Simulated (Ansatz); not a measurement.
CoSi$_{2}$ (fluorite type, space group Fm-3m)

```yaml
crystal:
  lattice:
    - [0.00000, 2.65746, 2.65746]
    - [2.65746, 0.00000, 2.65746]
    - [2.65746, 2.65746, 0.00000]
  atoms:
    - { symbol: Co, position: [0.00000, 0.00000, 0.00000] }
    - { symbol: Si, position: [0.25000, 0.25000, 0.25000] }
    - { symbol: Si, position: [0.75000, 0.75000, 0.75000] }
```

The slice is a {111} plane (indices of the conventional cell) through the point (0.750, 0.750, 0.750) (fractional), spanned by u = [100] and v = [-1 2 0] in vectors of this cell: u (3.76 Å) and v (6.51 Å, at 90° to u). It covers one period; positions are fractions (u, v).

Method: r2SCAN (plane waves to 500 eV, PAW, scalar-relativistic; Ansatz, an electronic-structure program). k mesh 15×15×15. These are valence fields of a PAW run, semicore shells included where kept as valence: close to a nucleus they are smooth pseudo fields. CoSi2 is run without spin polarisation. CoSi2 was relaxed with its symmetry unable to fall.

Sketch the valence electron density on this plane as a map.


```
|::==++**++====--====++**++==|
|******++====------====++****|
|##****++==--::::::--==++****|
|******++==--::::::--==++****|
|******++==--::::::--==++****|
|####**++==----------==++**##|
|@@%%##**++==========++**##%%|
|@@@@##**++++++++++++++**##@@|
|@@%%##******************##%%|
|####****##****++****##****##|
|********##**==::==**##******|
|==++++****++::  ::++****++++|
|--====++**++==::==++**++====|
|----====++**********++====--|
|::::--==++****##****++==--::|
|::::--==++**********++==--::|
|::::--==++**********++==--::|
|------==++**######**++==----|
|======++**##%%@@%%##**++====|
|++++++++**##@@@@@@##**++++++|
|**********##%%@@%%##********|
|++****##****######****##****|
|::==**##**************##**==|
|  ::++****++++==++++****++::|
```
Scale: ten equal steps from -1.43 (start of ' ') to 0.13 (end of '@'), in the order ' .:-=+*#%@'. Values: log₁₀ of the valence density in e/Å³. The map has 14 points along u (two characters each, u = 0 at the left) and 24 along v (v = 0 in the bottom row). The scale is logarithmic, as a density can span decades between atoms and voids.
